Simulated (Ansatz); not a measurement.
# MnF2 (P4_2/mnm)

Level of theory: LDA+U, U_eff = 4.0 eV (Dudarev form) on Mn d, fully localised double counting, collinear spin, scalar-relativistic, 420 eV, PAW set soft_2 (made for PBE), 4×4×6 mesh, Gaussian smearing of 0.05 eV; plane-wave PAW code Ansatz.

```
Mn F
1.0
     4.87340    0.00000    0.00000
     0.00000    4.87340    0.00000
     0.00000    0.00000    3.30990
Mn F
2 4
Direct
  0.00000 0.00000 0.00000
  0.50000 0.50000 0.50000
  0.30500 0.30500 0.00000
  0.19500 0.80500 0.50000
  0.69500 0.69500 0.00000
  0.80500 0.19500 0.50000
```

The structure is that of a cell as deposited in COD, unrelaxed.

Cell and atoms stay fixed. Atoms count from 1 in the text and from 0 in parts of the program's output.

Two runs on this cell converged from different starts. The ends of their outputs, energies left out (λ are the eigenvalues of a shell's occupation matrix):

Run A:

```
Magnetization: 0.0000 μB (29.0000 up, 29.0000 down)
Absolute magnetization: 9.7167 μB (∫|ρ↑−ρ↓|, with the PAW one-centre terms)
Per-site moments (μB) at R_I (Å): [(4.19906, 0.86710), (-4.19906, 0.86710), (-0.02302, 0.86710), (0.02302, 0.86710), (-0.02302, 0.86710), (0.02302, 0.86710)]
Fermi energy:    6.574867 eV
--- Forces (eV/Å), atoms counted from 1 ---
  atom   1  Mn     0.00000000     0.00000000     0.00000000
  atom   2  Mn     0.00000000     0.00000000     0.00000000
  atom   3  F      0.01659221     0.01659221     0.00000000
  atom   4  F     -0.01659219     0.01659219     0.00000000
  atom   5  F     -0.01659221    -0.01659221     0.00000000
  atom   6  F      0.01659219    -0.01659219     0.00000000
--- Stress (GPa, compression-positive) ---
       -3.578050      -0.000001       0.000000
       -0.000001      -3.578050       0.000000
        0.000000       0.000000      -4.424591
  P = ⅓ Tr σ = -3.8602 GPa (-38.602 kbar)
--- Löwdin populations: 6 sites ---
  site symbol       q [e]    m [muB]
     0     Mn     13.5854     4.7707
     1     Mn     13.5854    -4.7707
     2      F      7.6534    -0.0287
     3      F      7.6534     0.0287
     4      F      7.6534    -0.0287
     5      F      7.6534     0.0287
--- Occupation matrices: 2 shells (run DFT+U table (all-electron-ortho-atomic); ε = 8.59e-3) ---
  Mn0 d_3D up     Tr n = 4.9857  λ = 0.994 0.996 0.998 0.999 0.999
  Mn0 d_3D dn     Tr n = 0.2175  λ = 0.020 0.023 0.027 0.070 0.076
  Mn1 d_3D up     Tr n = 0.2175  λ = 0.020 0.023 0.027 0.070 0.076
  Mn1 d_3D dn     Tr n = 4.9857  λ = 0.994 0.996 0.998 0.999 0.999
```

Run B:

```
Magnetization: 10.0000 μB (34.0000 up, 24.0000 down)
Absolute magnetization: 10.0000 μB (∫|ρ↑−ρ↓|, with the PAW one-centre terms)
Per-site moments (μB) at R_I (Å): [(4.21301, 0.86710), (4.21301, 0.86710), (0.07518, 0.86710), (0.07518, 0.86710), (0.07518, 0.86710), (0.07518, 0.86710)]
--- Magnetisation constraints (ε_frz = 1.0e-4 eV) ---
  site  kind          target   achieved (μB)  |Δ|max (μB)  g (eV/μB)  λ_eff  esc  ok  flags
  cell  total_moment  +5.0000  +10.0000       5.00e0       +0.00e0    0.000  0    —   released
Fermi energy:    6.736674 eV
--- Forces (eV/Å), atoms counted from 1 ---
  atom   1  Mn     0.00000000     0.00000000     0.00000000
  atom   2  Mn     0.00000000     0.00000000     0.00000000
  atom   3  F      0.03371128     0.03371128     0.00000000
  atom   4  F     -0.03371128     0.03371128     0.00000000
  atom   5  F     -0.03371128    -0.03371128     0.00000000
  atom   6  F      0.03371128    -0.03371128     0.00000000
--- Stress (GPa, compression-positive) ---
       -3.147652       0.000000       0.000000
        0.000000      -3.147652       0.000000
        0.000000       0.000000      -3.836306
  P = ⅓ Tr σ = -3.3772 GPa (-33.772 kbar)
--- Löwdin populations: 6 sites ---
  site symbol       q [e]    m [muB]
     0     Mn     13.5799     4.7915
     1     Mn     13.5799     4.7915
     2      F      7.6557     0.0932
     3      F      7.6557     0.0932
     4      F      7.6557     0.0932
     5      F      7.6557     0.0932
--- Occupation matrices: 2 shells (run DFT+U table (all-electron-ortho-atomic); ε = 1.57e-3) ---
  Mn0 d_3D up     Tr n = 4.9882  λ = 0.995 0.996 0.998 0.999 0.999
  Mn0 d_3D dn     Tr n = 0.2076  λ = 0.019 0.023 0.025 0.068 0.073
  Mn1 d_3D up     Tr n = 4.9882  λ = 0.995 0.996 0.998 0.999 0.999
  Mn1 d_3D dn     Tr n = 0.2076  λ = 0.019 0.023 0.025 0.068 0.073
```

**Question.** Which run lies higher in energy, by how much, and why?

**Answer.** Run B, by 7.0 meV/atom. Run B has 5 d electrons in filled orbitals, 5 of them unpaired, the high-spin filling, a gap of 2.18 eV and a whole-number cell moment of 10 μB, as a collinear insulator must have; run A has 5 d electrons in filled orbitals, 5 of them unpaired, the high-spin filling, a gap of 3.30 eV. Run B kept 16 symmetry operations, run A 8. They differ in magnetic order (signs of the magnetic ions' moments, up to an overall flip, +− in run A, ++ in run B). With J = 0 the Hubbard energy is (U/2) Σ λ(1 − λ), a penalty on fractional natural occupations. The sums Σ λ(1 − λ) over the cell's shells are 0.44 for run A and 0.42 for run B, which at U/2 = 2.00 eV give 0.88 and 0.83 eV per cell. Of the difference of 0.042 eV per cell, the Hubbard term gives -0.046 eV and all other terms 0.088 eV, so the other terms decide the order against the Hubbard term. The other terms are taken on each state's own density, so they aren't the result of a run without U.

In the lower state the fixed cell carries a pressure of -3.9 GPa (the cell is larger than this level of theory would relax to); relaxing would change energies and could change the order of close states.

Run B started from: total moment held at first, then free, 5.00 μB per cell, moments Mn1 2.50; Mn2 2.50 μB. Run A started from: antiferromagnetic start, free, moments Mn1 5.00; Mn2 -5.00 μB, occupations held for 8 iterations. At this level the cell was started in 17 ways, of which 1 didn't converge. Run A holds the lowest state found for this cell, which doesn't make it the ground state. The value of U was drawn from a range and not derived for this compound; another value can change gaps, moments and the order of states. Gaps are Kohn–Sham gaps over the k-mesh alone and may be smaller between its points.
